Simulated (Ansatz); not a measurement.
EuFe3: what a change of element does

All numbers are results of PBE, scalar-relativistic (spin polarisation where moments were expected) in the plane-wave PAW code Ansatz at 420 eV, Gaussian smearing of 0.05 eV, not measurements.

EuFe3 was relaxed to zero pressure in the AuCu3-type structure, built from a prototype.

Symmetry: Pm-3m, No. 221, cubic system. Conventional cell: a = 3.964 Å, b = 3.964 Å, c = 3.964 Å, α = 90.00°, β = 90.00°, γ = 90.00°. Eu (site symmetry m-3m) is surrounded by 12 Fe at 2.80 Å. Around Fe (site symmetry 4/mmm) lie 4 Eu at 2.80 Å and 8 Fe at 2.80 Å. Neighbours are those within 15 % of a site's shortest distance, so a longer bond may be listed from one end only.

Results for EuFe3: a (Å) 3.964, V (Å³/atom) 15.57, shortest unlike bond (Å) 2.80, gap (eV) metal, largest moment (μB) 6.50, moments unequal, opposed, B0 (GPa) 87, E_f (eV/atom) 0.50.

**Question.** All Fe is replaced by Os and the cell relaxed again in the same space group. What comes out?

**Answer.** EuOs3: a (Å) 4.063, V (Å³/atom) 16.77, shortest unlike bond (Å) 2.87, gap (eV) metal, largest moment (μB) 6.12, moments parallel, with small opposed ones on other atoms, B0 (GPa) 210, E_f (eV/atom) 0.73.

The volume changes by +7.7 %, or +2.5 % in mean length, and the shortest unlike bond by 0.07 Å. The bulk modulus goes from 86.5 to 209.8 GPa. The formation energy moves by 0.23 eV/atom: both cells lie above their elements, EuFe3 less far.

Whether EuFe3 and EuOs3 form in this structure isn't claimed. The magnetic order is the one that the runs kept or chose among a few; it needn't be the lowest. Without a U the 4f levels of Eu lie too near the Fermi level, which narrows or closes gaps and makes cells with divalent Eu too short. Spin–orbit coupling is left out, which matters for the heaviest elements here. E_f is the formation energy from the elements run alike, at 0 K, without zero-point energy; it is good to about 0.01 eV/atom as a calculation, less where an element has an open f shell.

All runs used the PAW datasets of the set soft_2.
